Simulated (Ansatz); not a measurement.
Nb3Sn (A15, Cr3Si type)

```
CELL_PARAMETERS angstrom
     10.63863     0.00000     0.00000
      5.31932     5.31932     0.00000
      5.31932     0.00000     5.31932
ATOMIC_POSITIONS crystal
  Nb 0.87500 0.00000 0.50000
  Nb 0.37500 0.00000 0.50000
  Nb 0.12500 0.00000 0.50000
  Nb 0.62500 0.00000 0.50000
  Nb 0.62500 0.50000 0.25000
  Nb 0.12500 0.50000 0.25000
  Nb 0.37500 0.50000 0.75000
  Nb 0.87500 0.50000 0.75000
  Nb 0.12500 0.25000 0.00000
  Nb 0.62500 0.25000 0.00000
  Nb 0.87500 0.75000 0.00000
  Nb 0.37500 0.75000 0.00000
  Sn 0.00000 0.00000 0.00000
  Sn 0.50000 0.00000 0.00000
  Sn 0.75000 0.50000 0.50000
  Sn 0.25000 0.50000 0.50000
```

The atoms are displaced by Q × the pattern below (from a DFPT mode at R = (0.5, 0.5, 0.5), largest move 1; Q in Å), at fixed cell. It is one choice among 6 degenerate patterns. (q is in reciprocal vectors of the primitive cell; the cell shown is doubled to hold the pattern.)

| atom | x | y | z |
|---|---|---|---|
| Nb5 | 0.572 | 0.000 | 0.000 |
| Nb6 | -0.572 | 0.000 | 0.000 |
| Nb7 | -0.572 | 0.000 | 0.000 |
| Nb8 | 0.572 | 0.000 | 0.000 |
| Nb9 | 0.000 | 0.779 | 0.000 |
| Nb10 | 0.000 | -0.779 | 0.000 |
| Nb11 | 0.000 | -0.779 | 0.000 |
| Nb12 | 0.000 | 0.779 | 0.000 |
| Sn15 | 0.000 | 0.000 | -1.000 |
| Sn16 | 0.000 | 0.000 | 1.000 |

Atoms not listed stay in place.

Method: PBE (plane waves to 420 eV, PAW, scalar-relativistic; Ansatz, an electronic-structure program). k mesh 9×9×9 (Γ-centred), Fermi-Dirac smearing 0.05 eV. Energies are smeared free energies. Compression counts positive. Left out: 4 of 13 points, with atoms too close for the PAW data. With partly filled bands, energies and forces of such displacements shift with the k mesh and the smearing. Nb3Sn is run without spin polarisation. Nb3Sn was relaxed with its symmetry unable to fall. The zero of ΔE is the undisplaced structure.

Q: Give the computed ΔE (meV/cell) and P (GPa) at Q (Å) = -0.120, -0.090, -0.060, -0.030, 0.030, 0.060, 0.090, 0.120.

A: 
```
Q (Å)   ΔE (meV/cell)  P (GPa)
------  -------------  -------
-0.120            620      1.1
-0.090            345      0.6
-0.060            152      0.3
-0.030             38      0.1
0.030              38      0.1
0.060             152      0.3
0.090             345      0.6
0.120             620      1.1
```

(For displaced atoms, the force is minus the slope of the energy, and its curvature is a force constant, which sets phonon frequencies.)
